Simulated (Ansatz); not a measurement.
**B4PdRu2: rattling a relaxed structure**

The structure comes from a proposed guess, relaxed at this level; another structure or a mixture of phases may lie lower.

The calculation used Ansatz, DFT PBE, scalar-relativistic, plane waves, PAW. Plane waves to 420 eV, a k mesh through Γ of 12×12×4 on the computed 7-atom cell and Gaussian smearing (0.10 eV); no spin polarisation.

The cell below (7 atoms, space group P3m1 (No. 156)) is relaxed within its symmetry.

```
B Ru Pd
1.0
     2.89408    0.00000    0.00000
    -1.44704    2.50635    0.00000
     0.00000    0.00000    9.60981
B Ru Pd
4 2 1
Cartesian
  0.0000 1.6709 5.2117
  1.4470 0.8355 5.8679
  1.4470 0.8355 1.4721
  0.0000 1.6709 2.2403
  1.4470 0.8355 3.6839
  0.0000 1.6709 0.1451
  0.0000 0.0000 7.3544
```

For the test it was strained at random (σ = 1.5 % a component), the atoms were moved at random (σ = 0.15 Å), and all was relaxed again on a coarse 12×12×2 mesh (in the run’s order of axes) with 0.20 eV smearing, with no symmetry imposed.

Question: What happens?

Answer: It returns, within 1 meV/atom of the unmoved cell on that mesh and with the same symmetry when read at 0.1 Å. No instability shows in this cell; modes of other wave vectors, which need another repeat, aren't tested.
